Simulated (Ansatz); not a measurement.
YInCu:
```xyz
9
Lattice="7.3903 0.0000 0.0000 -3.6951 6.4002 0.0000 0.0000 0.0000 3.9835" Properties=species:S:1:pos:R:3 pbc="T T T"
Y      3.0390     0.0000     1.9918
Y      2.1756     3.7683     1.9918
Y     -1.5195     2.6318     1.9918
In     5.5246     0.0000     0.0000
In     0.9328     1.6157     0.0000
In    -2.7623     4.7844     0.0000
Cu     0.0000     4.2668     0.0000
Cu     3.6951     2.1334     0.0000
Cu     0.0000     0.0000     1.9918
```

Relaxed with r²SCAN. Special points in fractions of this cell's reciprocal vectors: Γ (0.000, 0.000, 0.000); M (0.500, 0.000, 0.000); K (0.333, 0.333, 0.000); A (0.000, 0.000, 0.500); L (0.500, 0.000, 0.500); H (0.333, 0.333, 0.500).

Task: List the band energies nearest the Fermi level at these points for DFT-r²SCAN in the program Ansatz with PAW potentials.

Result: In eV from the Fermi level; about four levels below and three above (degenerate sets whole), none deeper than 8.9 eV; points with the same levels are listed once.

| k | below | above |
|---|---|---|
| Γ | -2.83 -2.83 -2.72 -2.72 | 0.65 0.74 0.74 |
| M | -1.63 -0.83 -0.42 -0.21 | 0.35 0.43 0.83 |
| K | -2.50 -2.50 -0.17 -0.12 -0.12 | 0.30 0.63 0.63 |
| A | -1.29 -1.29 -0.97 -0.97 | 0.18 1.69 1.69 |
| L | -1.27 -0.77 -0.70 -0.61 | 0.96 1.46 1.56 |
| H | -1.39 -0.62 -0.62 -0.02 | 1.00 1.00 1.52 |

Space group P-62m. The workflow started from a Materials Project entry (that database holds measured and hypothetical structures alike); the Crystallography Open Database copy checked does not list it. Its standing as an ambient phase is unchecked. The cell was relaxed with r²SCAN under the symmetry of its start; whether a distortion lowers the energy is not shown. No spin polarisation was allowed. Scalar-relativistic: spin–orbit coupling is off unless named, which matters more the heavier the elements.

Potentials: the later of the program's two PAW sets.
